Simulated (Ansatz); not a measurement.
Cd3As2, first-principles data

Cd3As2:
```yaml
crystal:
  lattice:
    - [6.33243, 0.00000, 0.00000]
    - [0.00000, 6.33243, 0.00000]
    - [0.00000, 0.00000, 6.33243]
  atoms:
    - { symbol: Cd, position: [0.50000, 0.00000, 0.50000] }
    - { symbol: Cd, position: [0.50000, 0.00000, 0.00000] }
    - { symbol: Cd, position: [0.50000, 0.50000, 0.00000] }
    - { symbol: Cd, position: [0.00000, 0.50000, 0.00000] }
    - { symbol: Cd, position: [0.00000, 0.50000, 0.50000] }
    - { symbol: Cd, position: [0.00000, 0.00000, 0.50000] }
    - { symbol: As, position: [0.25000, 0.75000, 0.75000] }
    - { symbol: As, position: [0.75000, 0.75000, 0.25000] }
    - { symbol: As, position: [0.75000, 0.25000, 0.75000] }
    - { symbol: As, position: [0.25000, 0.25000, 0.25000] }
```

Space group Pn-3m (No. 224); conventional cell a = b = c = 6.332 Å, α = β = γ = 90.00°.

Method: PBEsol in the plane-wave PAW code Ansatz. Geometry: relaxed at this level of theory. Other levels are named where they apply.

### Cell and energy

```json
{
 "volume_per_atom": "25.39 Å³",
 "density": "6.37 g/cm³",
 "Formation energy from the elements (no fitted shifts)": "0.11 eV/atom"
}
```

### Electronic structure

```json
{
  "electronic_character": "metallic (no gap)",
  "Density of states at the Fermi level": "0.13 states/eV per atom (mean over ±0.08 eV)",
  "Gap with spin–orbit coupling": "none (metallic)"
}
```

### Mechanics

```json
{
  "Bulk modulus (Birch–Murnaghan fit)": "54.1 GPa",
  "Pressure derivative B′": "4.9",
  "Elastic constants (relaxed ions, GPa)": "C11 = 68.9, C12 = 46.8, C44 = 15.7",
  "mechanical_stability": "stable (all eigenvalues of C positive)",
  "hill_bulk_and_shear_moduli": "54.1 and 13.7 GPa",
  "Young's modulus": "37.8 GPa",
  "Poisson's ratio": "0.38",
  "debye_temperature_from_the_elastic_constants": "168 K"
}
```

### Phonons

```json
{
 "highest_zone_centre_frequency": "174 cm⁻¹",
 "zone_centre_stability": "unstable, softest mode 49i cm⁻¹"
}
```

The first step of the workflow began from a Materials Project structure, measured or hypothetical; the Crystallography Open Database copy checked does not list it. COD files the formula under space group No. 142, so this cell is another polymorph or a model. Whether it is the stable phase at ambient conditions was not checked. Symmetry was held in the PBEsol relaxation; of distortions, only those at the zone centre were tested, and some modes there are weakly imaginary. As this level gives no gap, shear constants depend on the k-mesh and smearing (Fermi–Dirac, 0.1 eV here). As this level gives no gap, phonon frequencies hold no LO–TO term and depend on the k-mesh and smearing (Fermi–Dirac, 0.1 eV here). The references are the lowest solids computed at this level, not always the standard phases. Spin–orbit coupling is left out wherever it is not named.

Potentials: the later of the program's two PAW sets.
